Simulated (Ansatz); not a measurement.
**Question.** Name crystals whose computed values (the program Ansatz at the PBEsol level (PAW)) fall in these windows: highest Γ mode, no LO–TO term (cm⁻¹) 550 to 670; G_Hill (GPa) 100 to 130; B₀ by P(V) fit (GPa) 280 to 390.

**Answer.** 

```csv
crystal,"highest Γ mode, no LO–TO term (cm⁻¹)",G_Hill (GPa),B₀ by P(V) fit (GPa)
"VN, P-43m (V on 4e, N on 4e)",606,115,332
```
Others may fit too.

Typed or built starts, not in the databases checked: VN, P-43m (V on 4e, N on 4e). Not the usual ambient phase: VN, P-43m (V on 4e, N on 4e). Began spin-polarised and lost the moments: VN, P-43m (V on 4e, N on 4e). The cell was relaxed under the symmetry of its start.

Potentials: the earlier of the program's two PAW sets. The files were generated under PBE; for other functionals the program regenerates the frozen cores, and for LDA and PBEsol the local potential too.
